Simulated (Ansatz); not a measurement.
CoSn2:
Space group I4/mcm (No. 140); a = b = 6.274 Å, c = 5.406 Å, α = β = γ = 90.00°

```json
[
 {"atom": "Co", "site": "4a", "symmetry": "422", "x": "0.0000", "y": "0.0000", "z": "0.2500"},
 {"atom": "Sn", "site": "8h", "symmetry": "m.2m", "x": "0.3338", "y": "0.1662", "z": "0.0000"}
]
```
(The calculation used a cell of 6 atoms; values per cell refer to that cell.)

Relaxed at zero pressure with PBEsol (plane waves, PAW; program Ansatz).

**Question.** The volume is lowered by 3 % and shape and atoms relax at that volume. What pressure results, and how do the axes share the change?

**Answer.** 3.9 GPa; a -1.0 %, b -1.0 %, c -1.1 %; the energy rises by 6 meV/atom.

**Question.** Give the new structure.

**Answer.** 
Space group I4/mcm (No. 140); a = b = 6.213 Å, c = 5.348 Å, α = β = γ = 90.00°

| atom | site | symmetry | x | y | z |
|---|---|---|---|---|---|
| Co | 4a | 422 | 0.0000 | 0.0000 | 0.2500 |
| Sn | 8h | m.2m | 0.3341 | 0.1659 | 0.0000 |

The phase is kept; no other phase was compared at this pressure.

The workflow started from a Materials Project entry (that database holds measured and hypothetical structures alike); the Crystallography Open Database files this formula in space group No. 140, but the cells were not matched. Its standing as an ambient phase is unchecked. The PBEsol relaxation kept the symmetry of its start; of distortions, only those at the zone centre were tested. The run is not spin-polarised. Axis ratios of metals converge slowly with the k-mesh, so a and c are less sure than the volume. Spin–orbit coupling is left out wherever it is not named.

Potentials: the later of the program's two PAW sets.
